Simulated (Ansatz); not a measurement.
## Band table of PdPt

```xyz
2
Lattice="1.3385 0.7728 4.3846 -1.3385 0.7728 4.3846 0.0000 -1.5455 4.3846" Properties=species:S:1:pos:R:3 pbc="T T T"
Pd    0.0000    0.0000    0.0000
Pt    0.0000    0.0000    6.5769
```

The base volume is that of a database entry, with shape and atoms relaxed on PAW files at held volume, so it needn't be at zero pressure; the structure needn't be the stable phase, at rest or compressed.

Level of theory: DFT with LDA, scalar-relativistic, in Ansatz 0.2.0; a Γ-centred 15×15×15 k mesh, Fermi–Dirac smearing of 0.05 eV, no spin polarisation. PAW: frozen-core files, cutoff 420 eV.

This run: volume at 0.9 of the series' base cell.

Spin–orbit coupling is left out, which matters for the heavy atoms. The PAW files were made under PBE.

Path points, in fractions of the reciprocal vectors: Γ (0.000, 0.000, 0.000), T (0.500, 0.500, 0.500), H2 (0.813, 0.187, 0.500), H0 (0.500, -0.187, 0.187), L (0.500, 0.000, 0.000), S0 (0.344, -0.344, 0.000), S2 (0.656, 0.000, 0.344), F (0.500, 0.000, 0.500). The distance column jumps between branches of the path. Levels in eV from the Fermi level; bands 9 to 20, counted from the lowest band of the run. The gap is zero, the pressure 18.27 GPa.

```
# k(1/Å) point b9 b10 b11 b12 b13 b14 b15 b16 b17 b18 b19 b20
0.000 Γ -10.01 -7.05 -4.18 -4.18 -3.82 -3.60 -3.60 -1.63 -1.63 -0.10 0.04 0.04
0.119 - -9.95 -7.03 -4.16 -4.16 -3.85 -3.57 -3.57 -1.65 -1.65 -0.40 -0.02 -0.02
0.239 - -9.78 -6.96 -4.11 -4.11 -3.94 -3.49 -3.49 -1.69 -1.69 -1.16 -0.21 -0.21
0.358 - -9.51 -6.86 -4.06 -4.03 -4.03 -3.38 -3.38 -2.08 -1.73 -1.73 -0.48 -0.48
0.478 - -9.22 -6.73 -4.19 -3.94 -3.94 -3.25 -3.25 -2.96 -1.73 -1.73 -0.80 -0.80
0.597 - -8.97 -6.60 -4.29 -3.87 -3.87 -3.62 -3.16 -3.16 -1.65 -1.65 -1.13 -1.13
0.717 T -8.87 -6.53 -4.32 -3.87 -3.84 -3.84 -3.13 -3.13 -1.53 -1.53 -1.34 -1.34
0.961 - -8.54 -6.31 -4.56 -4.42 -3.75 -3.58 -3.18 -2.93 -1.83 -1.82 -0.88 -0.78
1.206 - -7.69 -5.85 -5.09 -5.03 -3.94 -3.45 -2.77 -2.32 -2.00 -1.95 -0.25 -0.01
1.450 - -6.71 -5.99 -5.34 -5.34 -3.79 -3.78 -2.12 -2.11 -1.35 -1.18 0.40 0.80
1.695 - -6.32 -6.28 -5.48 -5.15 -3.91 -3.27 -2.21 -2.21 -0.18 0.11 1.50 2.07
1.939 - -6.35 -6.14 -5.48 -4.96 -3.77 -3.05 -2.18 -2.17 -0.03 0.25 4.01 4.26
2.184 H2 -6.02 -5.86 -5.25 -4.95 -3.99 -3.33 -2.06 -2.03 -0.34 -0.16 5.67 6.37
2.691 H0 -6.02 -5.86 -5.25 -4.95 -3.99 -3.33 -2.06 -2.03 -0.34 -0.16 5.67 6.37
2.837 - -5.68 -5.63 -5.05 -4.97 -4.44 -3.69 -2.04 -1.98 -0.49 -0.34 5.05 6.14
2.984 - -5.50 -5.30 -5.18 -4.83 -4.75 -4.16 -1.98 -1.90 -0.54 -0.42 4.67 5.49
3.130 - -5.94 -5.40 -5.05 -4.69 -4.47 -4.43 -1.89 -1.83 -0.47 -0.42 4.43 4.79
3.277 - -6.53 -5.47 -5.19 -4.86 -4.07 -3.97 -1.91 -1.89 -0.31 -0.19 4.08 4.22
3.424 - -6.92 -5.52 -5.46 -4.85 -3.70 -3.50 -2.09 -2.06 -0.14 0.22 3.45 4.04
3.570 L -7.06 -5.55 -5.54 -4.85 -3.53 -3.27 -2.22 -2.17 -0.06 0.43 3.17 3.97
3.799 - -7.02 -5.58 -5.41 -4.81 -3.74 -3.32 -2.46 -1.93 -0.27 0.13 0.93 6.45
4.029 - -7.11 -5.67 -5.16 -4.77 -3.73 -3.61 -2.71 -1.88 -0.96 -0.66 -0.52 5.61
4.258 - -7.88 -5.80 -4.91 -4.72 -3.65 -3.28 -3.01 -2.46 -2.04 -1.10 -0.60 4.78
4.488 - -8.94 -6.30 -4.74 -4.19 -3.50 -3.40 -3.11 -2.80 -2.12 -1.45 -0.30 3.50
4.717 - -9.73 -6.85 -4.35 -4.00 -3.79 -3.68 -3.47 -1.78 -1.60 -1.58 -0.05 1.74
4.946 Γ -10.01 -7.05 -4.18 -4.18 -3.82 -3.60 -3.60 -1.63 -1.63 -0.10 0.04 0.04
5.215 - -9.63 -6.77 -4.42 -3.92 -3.81 -3.67 -3.43 -1.85 -1.78 -1.61 -0.02 2.11
5.484 - -8.57 -6.04 -4.98 -4.33 -3.39 -3.33 -3.19 -2.86 -2.17 -1.34 -0.17 4.44
5.753 - -7.16 -5.54 -5.20 -4.87 -3.98 -3.53 -2.75 -2.52 -2.03 -0.26 -0.11 6.82
6.022 - -5.87 -5.84 -5.12 -4.65 -4.25 -4.07 -2.62 -2.07 -1.86 0.37 1.61 8.40
6.291 - -5.75 -5.49 -4.88 -4.76 -4.53 -4.04 -2.37 -1.90 -1.26 0.27 3.66 7.76
6.560 S0 -6.04 -5.51 -5.28 -5.07 -4.14 -3.33 -2.22 -1.76 -0.56 -0.16 5.46 6.22
7.045 S2 -6.04 -5.51 -5.28 -5.07 -4.14 -3.33 -2.22 -1.76 -0.56 -0.16 5.46 6.22
7.167 - -6.32 -5.98 -5.44 -4.98 -3.66 -2.84 -2.61 -1.40 -0.34 -0.12 5.14 6.03
7.289 - -6.59 -6.48 -5.81 -4.66 -3.09 -3.02 -2.23 -1.01 -0.22 0.07 4.06 6.35
7.411 - -6.95 -6.81 -6.12 -4.36 -3.38 -2.43 -1.53 -0.63 -0.14 0.25 3.00 5.11
7.534 - -7.33 -6.98 -6.36 -4.10 -3.65 -1.70 -0.76 -0.31 -0.08 0.40 1.97 3.95
7.656 - -7.58 -7.09 -6.51 -3.94 -3.81 -0.90 -0.09 -0.05 -0.01 0.48 1.02 2.95
7.778 F -7.66 -7.13 -6.56 -3.88 -3.87 -0.12 -0.09 -0.04 0.11 0.51 0.58 2.45
```
